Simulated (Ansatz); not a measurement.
**Rh: strain and displacement**

```
Rh
1.0
     0.00000    1.90155    1.90155
     1.90155    0.00000    1.90155
     1.90155    1.90155    0.00000
Rh
1
Direct
  0.00000 0.00000 0.00000
```

The geometry is COD entry 9008482, unchecked; take it as a test cell.

These are results of DFT, PBEsol, all-electron LAPW, scalar-relativistic in Ansatz 0.2.0, not measurements.

The runs use a Γ-centred 16×16×16 k mesh, Fermi–Dirac smearing of 0.08 eV, basis error target 1 meV/atom, no spin polarisation.

The unchanged cell is at -4.89 GPa.

In a metal, stresses and small energies carry noise from the k mesh.

x, y and z are the Cartesian axes of the cell as listed; fractional coordinates follow a strain, and an engineering shear is twice the off-diagonal strain component.

(1) With this change (equal xy, yz and zx engineering shear strains of -3 %), what becomes of the energy and stress?

(2) With this change (equal xy, yz and zx engineering shear strains of -1 %), what becomes of the energy and stress?

With equal xy, yz and zx engineering shear strains of +2 %: energy change +10 meV/atom; stress change (xx, yy, zz, yz, xz, xy) 0.42, 0.42, 0.42, -3.86, -3.86, -3.86 GPa, compression positive.

With equal xy, yz and zx engineering shear strains of -2 %: energy change +10 meV/atom; stress change (xx, yy, zz, yz, xz, xy) 0.42, 0.42, 0.42, 3.96, 3.96, 3.96 GPa, compression positive.

With equal xy, yz and zx engineering shear strains of +1 %: energy change +2 meV/atom; stress change (xx, yy, zz, yz, xz, xy) 0.10, 0.10, 0.10, -1.94, -1.94, -1.94 GPa, compression positive.

(3) With this change (equal xy, yz and zx engineering shear strains of +3 %), what becomes of the energy and stress?

Results:

(1) Energy change +23 meV/atom; stress change (xx, yy, zz, yz, xz, xy) 0.95, 0.95, 0.95, 5.96, 5.96, 5.96 GPa, compression positive.

(2) Energy change +3 meV/atom; stress change (xx, yy, zz, yz, xz, xy) 0.10, 0.10, 0.10, 1.97, 1.97, 1.97 GPa, compression positive.

(3) Energy change +22 meV/atom; stress change (xx, yy, zz, yz, xz, xy) 0.95, 0.95, 0.95, -5.77, -5.77, -5.77 GPa, compression positive.
